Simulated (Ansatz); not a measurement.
Si:
```xyz
4
Lattice="3.8325 0.0000 0.0000 -1.9162 3.3190 0.0000 0.0000 0.0000 6.3412" Properties=species:S:1:pos:R:3 pbc="T T T"
Si     0.0000     2.2127     0.3999
Si     1.9162     1.1063     5.9413
Si     1.9162     1.1063     3.5705
Si     0.0000     2.2127     2.7707
```

Relaxed with r²SCAN.

Task: List the phonon frequencies at the special points (DFPT on a 3×3×2 q-mesh, Fourier-interpolated; r²SCAN (plane waves, PAW; program Ansatz)).

Result: In cm⁻¹.

| q | frequencies |
|---|---|
| Γ | 0 0 0 109 109 385 416 494 494 513 513 514 |
| M | 106 145 174 208 317 351 410 423 458 462 484 493 |
| K | 202 202 205 228 308 308 385 385 466 469 469 495 |
| A | 94 94 94 94 241 241 486 486 500 500 500 500 |
| L | 136 136 148 148 376 376 416 416 466 466 473 473 |
| H | 146 146 223 223 367 367 384 384 463 463 474 474 |

Space group P6_3/mmc. The first step of the workflow began from a Materials Project structure, measured or hypothetical; the Crystallography Open Database copy checked does not list it. It is not the phase usual at ambient conditions (space group No. 227). The cell was relaxed with r²SCAN under the symmetry of its start; phonons on a q-mesh show no instability.

Potentials: the later of the program's two PAW sets.
